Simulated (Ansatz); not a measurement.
## ZnS: what the electron mass says about interband coupling

Computed with DFT r2SCAN, scalar-relativistic, plane waves, PAW in Ansatz.

Plane waves to 500 eV, a k mesh through Γ of 8×8×8 on the computed 2-atom cell and Gaussian smearing (0.02 eV); no spin polarisation.

Relaxed cell: F-43m, a = 5.389 Å, b = 5.389 Å, c = 5.389 Å, α = 90.00°, β = 90.00°, γ = 90.00°, 2 atoms in the primitive cell.

The direct gap at Γ is 2.703 eV, and at Γ the conduction band has a mass of 0.1936 mₑ and the lightest hole 0.2148 mₑ, both along x.

Use two-band k·p theory to get the Kane energy. As an exercise, what mass follows if the true gap is 1.5 times the computed one (semilocal functionals can miss by more, threefold or worse in zinc and cadmium oxides)?

Coupling to the valence top alone gives mₑ/m* = 1 + E_P/E_g, so E_P = E_g (mₑ/m* − 1) = 2.703 × (5.17 − 1) = 11.3 eV. The light hole is the mirror band, mₑ/mₗₕ = E_P/E_g − 1, and gives 15.3 eV; the spread shows what other bands add. Fits to experiment give about 15 to 31 eV for common tetrahedral semiconductors; the figure from the electron is a net one, lowered by higher conduction bands, and semilocal functionals tend to give less. With E_P fixed and E_g = 4.05 eV the mass becomes 0.265 mₑ: in this model the mass grows with the gap, in proportion where E_P ≫ E_g, which is why functionals that close gaps give light electrons. A correction that opens the gap also strengthens the coupling, so the true mass usually rises less. Remote bands and spin-orbit splitting are left out of the model.

Cost: 3 runs of about 1.2 core-minutes in all, on AMD EPYC 7R43 (Zen 3) (shared hosts).